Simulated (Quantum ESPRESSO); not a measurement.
WHfRh2Ag4, input and log of a self-consistent run

Simulated, not a measurement. The program is pw.x of Quantum ESPRESSO 7.5 (plane-wave density functional theory). The cell is made up: eight metal atoms on a face-centred cubic lattice, with elements, volume, strain and displacements drawn at random and not relaxed, so it may be unstable or far from any real phase. PseudoDojo standard norm-conserving files set the functional (PBE unless stated); there is no spin polarisation or spin-orbit coupling, the Fermi-Dirac width of 0.25 eV means electrons at about 2900 K, and the masses in the input are unused placeholders. Heavy elements are run without spin-orbit coupling, which real alloys of them have. A spin test at this wide smearing found no moment, but such smearing suppresses magnetism that the real alloy may have.

Input:

```
&control calculation='scf', pseudo_dir='./dojo.nc.sr.pbe.v0_5.standard.upf', outdir='./o', disk_io='minimal', tprnfor=.true., tstress=.true. /
&system ibrav=0, nat=8, ntyp=4, nbnd=81, ecutwfc=87.97787729, nosym=.true., tot_charge=0,
 occupations='smearing', smearing='fd', degauss=0.0183746611
/
&electrons conv_thr=1.470e-08, electron_maxstep=70, mixing_beta=0.5 /
ATOMIC_SPECIES
Ag 1.0 Ag.upf
Hf 1.0 Hf.upf
Rh 1.0 Rh.upf
W 1.0 W.upf
CELL_PARAMETERS angstrom
2.064 4.1279 2.064
2.064 -4.1279 2.064
4.1279 0.0 -4.1279
ATOMIC_POSITIONS angstrom
W 0.0031 0.0959 -0.1651
Hf 2.0534 -0.0429 -2.0828
Rh 2.2236 -2.0649 -0.0252
Ag 4.1378 -1.9819 -1.9931
Rh 2.0083 1.9197 0.1218
Ag 4.2434 2.2813 -2.0386
Ag 1.9 -0.0693 1.975
Ag 4.1918 0.05 -0.1309
K_POINTS automatic
5 5 4 1 1 1
```

The log is shortened where brackets say so; the opening notice, blank lines, dates and the lines on written files are dropped, and the path of the files is cut. It prints rydbergs, bohrs and kilobars, and counts compression as positive stress. Its total energy is the free energy E - TS of the whole cell.

```
     Program PWSCF v.7.5
     Parallel version (MPI & OpenMP), running on       4 processor cores
     Number of MPI processes:                 4
     Threads/MPI process:                     1
     [start-up lines left out]
     bravais-lattice index     =            0
     lattice parameter (alat)  =       9.5538  a.u.
     unit-cell volume          =     949.3462 (a.u.)^3
     number of atoms/cell      =            8
     number of atomic types    =            4
     number of electrons       =       136.00
     number of Kohn-Sham states=           81
     kinetic-energy cutoff     =      87.9779  Ry
     charge density cutoff     =     351.9115  Ry
     scf convergence threshold =      1.5E-08
     mixing beta               =       0.5000
     number of iterations used =            8  plain     mixing
     Exchange-correlation= PBE
                           (   1   4   3   4   0   0   0)
     [axes and pseudopotential details left out]
   Cartesian axes
     site n.     atom                  positions (alat units)
         1        W      tau(   1) = (   0.0006132   0.0189688  -0.0326564  )
         2        Hf     tau(   2) = (   0.4061582  -0.0084855  -0.4119735  )
         3        Rh     tau(   3) = (   0.4398234  -0.4084329  -0.0049845  )
         4        Ag     tau(   4) = (   0.8184482  -0.3920157  -0.3942310  )
         5        Rh     tau(   5) = (   0.3972375   0.3797126   0.0240918  )
         6        Ag     tau(   6) = (   0.8393356   0.4512364  -0.4032308  )
         7        Ag     tau(   7) = (   0.3758160  -0.0137074   0.3906509  )
         8        Ag     tau(   8) = (   0.8291293   0.0098899  -0.0258917  )
     number of k points=    50  Fermi-Dirac smearing, width (Ry)=  0.0184
                       cart. coord. in units 2pi/alat
        k(    1) = (   0.1990197   0.0000000   0.0459253), wk =   0.0400000
        k(    2) = (   0.3521140   0.0000000  -0.1071690), wk =   0.0400000
     [further k points left out]
     Dense  grid:   105807 G-vectors     FFT dimensions: (  60,  60,  72)
     Estimated max dynamical RAM per process >     416.37 MB
     Estimated total dynamical RAM >       1.55 GB
     Initial potential from superposition of free atoms
     starting charge     135.9945, renormalised to     136.0000
     Starting wfcs are   80 randomized atomic wfcs +    1 random wfcs
     total cpu time spent up to now is        7.7 secs
     per-process dynamical memory:   326.0 Mb
     Self-consistent Calculation
     iteration #  1     ecut=    87.98 Ry     beta= 0.50
     Davidson diagonalization with overlap
     ethr =  1.00E-02,  avg # of iterations =  3.0
     total cpu time spent up to now is       27.9 secs
     total energy              =   -1973.01853148 Ry
     estimated scf accuracy    <       1.51579764 Ry
     iteration #  2     ecut=    87.98 Ry     beta= 0.50
     Davidson diagonalization with overlap
     ethr =  1.11E-03,  avg # of iterations =  3.0
     total cpu time spent up to now is       53.0 secs
     total energy              =   -1973.22948357 Ry
     estimated scf accuracy    <       3.65698149 Ry
     iteration #  3     ecut=    87.98 Ry     beta= 0.50
     Davidson diagonalization with overlap
     ethr =  1.11E-03,  avg # of iterations =  2.1
     total cpu time spent up to now is       74.4 secs
     total energy              =   -1973.56761902 Ry
     estimated scf accuracy    <       1.29119244 Ry
     iteration #  4     ecut=    87.98 Ry     beta= 0.50
     Davidson diagonalization with overlap
     ethr =  9.49E-04,  avg # of iterations =  1.1
     total cpu time spent up to now is       91.4 secs
     total energy              =   -1973.70142040 Ry
     estimated scf accuracy    <       0.35724990 Ry
     iteration #  5     ecut=    87.98 Ry     beta= 0.50
     Davidson diagonalization with overlap
     ethr =  2.63E-04,  avg # of iterations =  2.0
     total cpu time spent up to now is      109.1 secs
     total energy              =   -1973.72560269 Ry
     estimated scf accuracy    <       0.09480145 Ry
     [iterations 6 to 9 left out]
     iteration # 10     ecut=    87.98 Ry     beta= 0.50
     Davidson diagonalization with overlap
     ethr =  4.34E-08,  avg # of iterations =  2.9
     total cpu time spent up to now is      206.1 secs
     total energy              =   -1973.73824171 Ry
     estimated scf accuracy    <       0.00003023 Ry
     iteration # 11     ecut=    87.98 Ry     beta= 0.50
     Davidson diagonalization with overlap
     ethr =  2.22E-08,  avg # of iterations =  1.8
     total cpu time spent up to now is      224.1 secs
     total energy              =   -1973.73824566 Ry
     estimated scf accuracy    <       0.00000115 Ry
     iteration # 12     ecut=    87.98 Ry     beta= 0.50
     Davidson diagonalization with overlap
     ethr =  8.42E-10,  avg # of iterations =  2.0
     total cpu time spent up to now is      244.7 secs
     total energy              =   -1973.73824581 Ry
     estimated scf accuracy    <       0.00000021 Ry
     iteration # 13     ecut=    87.98 Ry     beta= 0.50
     Davidson diagonalization with overlap
     ethr =  1.57E-10,  avg # of iterations =  2.0
     total cpu time spent up to now is      265.0 secs
     total energy              =   -1973.73824584 Ry
     estimated scf accuracy    <       0.00000003 Ry
     iteration # 14     ecut=    87.98 Ry     beta= 0.50
     Davidson diagonalization with overlap
     ethr =  2.38E-11,  avg # of iterations =  2.1
     total cpu time spent up to now is      285.3 secs
     End of self-consistent calculation
     [lines on levels left out]
!    total energy              =   -1973.73824584 Ry
     estimated scf accuracy    <       0.00000001 Ry
     smearing contrib. (-TS)   =      -0.09266284 Ry
     internal energy E=F+TS    =   -1973.64558300 Ry
     The total energy is F=E-TS. E is the sum of the following terms:
     one-electron contribution =    -721.92808620 Ry
     hartree contribution      =     434.55064594 Ry
     xc contribution           =    -322.27802618 Ry
     ewald contribution        =   -1363.99011657 Ry
     convergence has been achieved in  14 iterations
     Forces acting on atoms (cartesian axes, Ry/au):
     atom    1 type  4   force =     0.04495831    0.00995166   -0.02356760
     atom    2 type  2   force =    -0.01979980    0.03458803    0.03378766
     atom    3 type  3   force =    -0.04471893   -0.01777156    0.02390992
     atom    4 type  1   force =     0.01553126   -0.03224978   -0.03540617
     atom    5 type  3   force =     0.00566350    0.02507684   -0.01905063
     atom    6 type  1   force =    -0.02611275   -0.04963340   -0.01504303
     atom    7 type  1   force =     0.04757530    0.01544461   -0.00652814
     atom    8 type  1   force =    -0.02309689    0.01459359    0.04189800
     Total force =     0.142372     Total SCF correction =     0.000434
     Computing stress (Cartesian axis) and pressure
          total   stress  (Ry/bohr**3)                   (kbar)     P=      -30.65
  -0.00016351  -0.00003406   0.00000715          -24.05       -5.01        1.05
  -0.00003406  -0.00033471   0.00003487           -5.01      -49.24        5.13
   0.00000715   0.00003487  -0.00012681            1.05        5.13      -18.65
     init_run     :      5.69s CPU      5.94s WALL (       1 calls)
     electrons    :    271.95s CPU    277.61s WALL (       1 calls)
     forces       :      2.27s CPU      2.29s WALL (       1 calls)
     stress       :     11.93s CPU     12.14s WALL (       1 calls)
     [timing details left out]
     PWSCF        :   4m53.62s CPU   4m59.83s WALL
     JOB DONE.
```

In other units: free energy -26854.077 eV for the cell, pressure -3.06 GPa, largest force component 1.276 eV/Å in size. The run took 302 s of wall time with four MPI processes on a shared machine (Intel Xeon, 2023 or later, virtual cores), so the time is rough. A rerun of this cell at a higher cutoff and on a denser mesh moved values by no more than 0.005 eV in energy, 0.05 GPa in stress and 0.007 eV/Å in force, and a second program with other atomic files agreed on that cell to 2 % rms in force and 0.5 GPa in pressure.